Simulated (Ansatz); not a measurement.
**BaMg2Sb2: pressure coefficient of the gap from its deformation potential**

The calculation used DFT r2SCAN, scalar-relativistic, plane waves, PAW (Ansatz 0.2.0). Cutoff 500 eV, mesh 6×6×4 in the first runs.

The relaxed cell is P-3m1 with a = 4.791 Å, c = 8.191 Å. An equation of state gives B0 = 39.6 GPa at V0 = 32.564 Å³/atom, and gaps on the k mesh of 1.177 eV at 31.583 Å³/atom, 1.200 eV at 32.560 Å³/atom, 1.220 eV at 33.537 Å³/atom.

Question: Predict dE_g/dP at zero pressure, and compare with cells relaxed under pressure.

Answer: A parabola in ln V through the three points has the slope a = dE_g/d ln V = 0.71 eV at V0. Since dP = −B d ln V, dE_g/dP = −a/B = -18.0 meV/GPa. Separate runs under pressure gave gaps (over the zone) of 1.252 eV at -3.00 GPa, 1.200 eV at 0.00 GPa, 1.147 eV at 2.99 GPa, a slope of -17.5 meV/GPa at zero. The two routes agree within 0.5 meV/GPa. Compression narrows this gap. Pressure coefficients of semilocal functionals are as a rule better than their gaps.

Spin-orbit coupling is left out, which matters for the bands of heavy elements.